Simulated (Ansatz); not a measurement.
TaTe:
```xyz
4
Lattice="1.8148 -5.0607 0.0000 1.8148 5.0607 0.0000 0.0000 0.0000 4.7341" Properties=species:S:1:pos:R:3 pbc="T T T"
Te     1.8148    -1.3796     1.1835
Ta     1.8148    -4.2796     1.1835
Te     1.8148     1.3796     3.5506
Ta     1.8148     4.2796     3.5506
```

Relaxed with r²SCAN. Special points in fractions of this cell's reciprocal vectors: Γ (0.000, 0.000, 0.000); Y (-0.500, 0.500, 0.000); C0 (-0.282, 0.718, 0.000); Σ0 (0.282, 0.282, 0.000); Z (0.000, 0.000, 0.500); A0 (0.282, 0.282, 0.500); E0 (-0.282, 0.718, 0.500); T (-0.500, 0.500, 0.500); S (0.000, 0.500, 0.000); R (0.000, 0.500, 0.500).

**Question.** List the band energies nearest the Fermi level at these points for DFT-r²SCAN in the program Ansatz with PAW potentials.

**Answer.** In eV from the Fermi level; about four levels below and three above (degenerate sets whole), none deeper than 8.9 eV; points with the same levels are listed once.

| k | below | above |
|---|---|---|
| Γ | -2.45 -2.44 -2.06 -1.02 | 0.42 1.45 1.67 |
| Y | -1.96 -1.15 -1.11 -0.33 | 1.61 1.97 2.03 |
| C0 | -4.46 -4.14 -1.61 -0.98 | 0.36 0.45 1.03 |
| Z | -3.86 -3.86 -2.04 -2.04 | 0.96 0.96 1.57 1.57 |
| A0 | -3.67 -3.67 -2.44 -2.44 | 0.54 0.54 0.93 0.93 |
| T | -3.40 -3.40 -1.94 -1.94 | 0.67 0.67 0.88 0.88 |
| S | -1.53 -0.21 -0.13 -0.08 | 1.44 1.51 2.11 |
| R | -4.41 -4.41 -2.62 -2.62 | 0.90 0.90 1.58 1.58 |

Space group Cmcm. The start of the workflow was typed in or built on a structure type; neither database checked (COD, Materials Project) lists it. Its standing as an ambient phase is unchecked. The r²SCAN relaxation kept the symmetry of its start; its stability against distortions is not shown here. No spin polarisation was allowed. Spin–orbit coupling is left out wherever it is not named.

Potentials: the later of the program's two PAW sets.
